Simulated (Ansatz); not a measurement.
Relaxed-ion elastic tensor of YAs (rock salt, Fm-3m) in GPa (Voigt order), DFT-PBEsol in the program Ansatz with PAW potentials; density 5.73 g/cm³, 23.74 Å³ per atom.

```csv
,1,2,3,4,5,6
1,200,24.2,24.2,0.0,0.0,0.0
2,24.2,200,24.2,0.0,0.0,0.0
3,24.2,24.2,200,0.0,0.0,0.0
4,0.0,0.0,0.0,38.9,0.0,0.0
5,0.0,0.0,0.0,0.0,38.9,0.0
6,0.0,0.0,0.0,0.0,0.0,38.9
```

Question: Is the crystal mechanically stable?

Answer: Yes: the smallest eigenvalue of C is 38.9 GPa.

Question: Work out the Voigt, Reuss and Hill averages.

Answer: K_V = 82.6, K_R = 82.6, K_H = 82.6; G_V = 58.4, G_R = 50.1, G_H = 54.2 GPa.

Question: Give Young's modulus, Poisson's ratio, Pugh's ratio and the universal anisotropy index.

Answer: E = 9KG/(3K + G) = 134 GPa; ν = 0.23; K/G = 1.52 (brittle by the Pugh limit of 1.75); A_U = 5G_V/G_R + K_V/K_R − 6 = 0.84.

Question: Estimate the sound speeds and the Debye temperature.

Answer: v_l = √((K + 4G/3)/ρ) = 5200 m/s, v_t = √(G/ρ) = 3080 m/s, mean 3410 m/s; Θ = (h/k)(3n/4πV)^(1/3) v_m = 353 K.

Question: Give the Zener ratio and Young's modulus along [100], [110] and [111].

Answer: A = 2C44/(C11 − C12) = 0.44; 1/E = S11 − 2(S11 − S12 − S44/2)Γ with Γ = 0, 1/4, 1/3 gives 194, 115, 101 GPa.

Question: Solve the Christoffel equation for the three sound speeds along [100], [110], [111].

Answer: Eigenvalues of C_ijkl n_j n_l equal ρv². In km/s, slowest first: [100] 2.61, 2.61, 5.90; [110] 2.61, 3.91, 5.13; [111] 3.53, 3.53, 4.85.

The workflow started from an entry of the Crystallography Open Database (COD). Whether it is the stable phase at ambient conditions was not checked. The PBEsol relaxation kept the symmetry of its start; whether a distortion lowers the energy is not shown. No spin polarisation was allowed. As this level gives no gap, shear constants depend on the k-mesh and smearing (Fermi–Dirac, 0.1 eV here).

Potentials: the later of the program's two PAW sets.
